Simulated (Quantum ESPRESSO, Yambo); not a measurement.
CaS at -0.7 % isotropic strain: DFT and GW levels

```cif
data_CaS
_chemical_formula_sum 'S1 Ca1'
_space_group_name_H-M_alt 'P 1'
_space_group_IT_number 1
_cell_length_a 3.95408
_cell_length_b 3.95408
_cell_length_c 3.95408
_cell_angle_alpha 60.000
_cell_angle_beta 60.000
_cell_angle_gamma 60.000
loop_
_space_group_symop_operation_xyz
  'x, y, z'
loop_
_atom_site_label
_atom_site_type_symbol
_atom_site_fract_x
_atom_site_fract_y
_atom_site_fract_z
_atom_site_occupancy
S1 S 0.50000 0.50000 0.50000 1
Ca1 Ca 0.00000 0.00000 0.00000 1
```

The PBEsol cell relaxed from Materials Project entry mp-1672 was given an isotropic strain of -0.7 % on all lattice vectors, and the atoms were relaxed again.

Starting point: PBEsol (Quantum ESPRESSO, PseudoDojo norm-conserving, 68 Ry, no spin-orbit coupling). G0W0 in Yambo: 4×4×4 Γ-centred k mesh, 103 bands and a 10 Ry block in the screening, 103 bands in G with the Bruneval-Gonze terminator, plasmon pole fitted at 27.2 eV.

The PBEsol gap along the band path comes out as 2.10 eV, the PBEsol gap between the mesh's edge points (Γ → X) is 2.10 eV and the G0W0 gap between the same points comes out as 4.08 eV. The PBEsol smallest direct gap on the mesh (at X) is 2.96 eV and the G0W0 direct gap at that point is 4.99 eV.

```tsv
k point	band	E PBEsol (eV)	E QP (eV)	shift (eV)	Z
Γ	VB	0.00	-1.21	-1.21	0.79
Γ	CB	4.06	5.21	1.14	0.82
L	VB	-1.29	-2.42	-1.14	0.79
L	CB	5.15	5.54	0.39	0.83
X	VB	-0.86	-2.12	-1.26	0.79
X	CB	2.10	2.87	0.77	0.82
```

Energies count from the PBEsol valence-band maximum.

Convergence of the G0W0 settings was not tested.
